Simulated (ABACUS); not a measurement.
A self-consistent single point of Te (P3_121, 6 atoms in the cell; from Materials Project mp-19, changed as shown).

```
CELL_PARAMETERS angstrom
      4.50932     0.00000     0.00000
      0.00000     7.81038     0.00000
      0.00000     0.00000     5.78206
ATOMIC_POSITIONS crystal
  Te 0.25670 0.00000 0.33333
  Te 0.87165 0.12835 0.66667
  Te 0.37165 0.37165 0.00000
  Te 0.75670 0.50000 0.33333
  Te 0.37165 0.62835 0.66667
  Te 0.87165 0.87165 0.00000
```

Method: LDA (PW92), numerical atomic orbitals SZP (confined pseudo-atomic orbitals with Gaussian additions; energy shift 0.01 Ry), PseudoDojo 0.4 standard norm-conserving LDA (tails mended) pseudopotentials run with ABACUS 3.10.1.

ABACUS settings:

```
key                                                                   value
---------------  ----------------------------------------------------------
basis                   SZP numerical atomic orbitals, energy shift 0.01 Ry
KPT                                                       Gamma 4 2 4 0 0 0
basis_type                                                             lcao
dft_functional                                                        PWLDA
ecutwfc                                                              100 Ry
smearing_method                                                          fd
smearing_sigma                                                0.00999582 Ry
potentials       PseudoDojo 0.4 standard norm-conserving LDA (tails mended)
symmetry                                                                  1
symmetry_prec                                                         1e-05
ks_solver                                                           genelpa
scf_nmax                                                                100
scf_thr                                                             1.0e-07
mixing_type                                                           pulay
```

Results:

| Property | Value |
|---|---|
| Number of valence electrons | 96 |
| Number of bands | 58 |
| Number of k-points after the program's reduction | 18 |
| Size of the basis | 126 |
| Number of SCF iterations | 9 |
| Free energy E − TS | -17067.6760 eV |
| Top of the valence band (on the code's own zero) | 9.02 eV |
| Gap on the k-point mesh | 0.58 eV |
| Pressure | -0.99 GPa |
| Largest force (vector length) | 1.299 eV/Å |

Forces (eV/Å):
```json
[
 {"atom": "Te1", "Fx": "1.299", "Fy": "0.000", "Fz": "0.000"},
 {"atom": "Te2", "Fx": "-0.649", "Fy": "1.068", "Fz": "0.046"},
 {"atom": "Te3", "Fx": "-0.649", "Fy": "-1.068", "Fz": "-0.046"},
 {"atom": "Te4", "Fx": "1.299", "Fy": "0.000", "Fz": "0.000"},
 {"atom": "Te5", "Fx": "-0.649", "Fy": "1.068", "Fz": "0.046"},
 {"atom": "Te6", "Fx": "-0.649", "Fy": "-1.068", "Fz": "-0.046"}
]
```

Stress (GPa, positive for compression):
```
-2.01   0.00   0.00
 0.00  -2.17   0.15
 0.00   0.15   1.21
```

The gap is read on the k-point mesh of the run and can differ from the gap over the whole zone at this level.

For comparison: a first run was changed to give this one (lattice scaled by 0.98), and from it to this one the free energy falls by 35.3 meV/atom, the pressure goes from -4.16 to -0.99 GPa, the largest force goes from 0.786 to 1.299 eV/Å and the gap on the mesh goes from 0.565 to 0.577 eV.

Spin-orbit coupling is left out, which matters for bands and gaps with elements this heavy. The atom-centred basis is finite, which shifts total energies, pressures, gaps and forces against plane waves. Forces above 1 eV/Å remain at this geometry, of which the finite basis can carry a part. A single-zeta basis is rough, for pressures and forces above all. The structure comes from a collection of computed structures, made at another level of theory; the collection holds predicted forms beside known ones.

The atomic orbitals were generated for these runs; they are not ABACUS's published sets and were checked against plane waves on a few crystals only.

“Tails mended”: in these copies of the files the far tail of each local potential was reset to the Coulomb form.
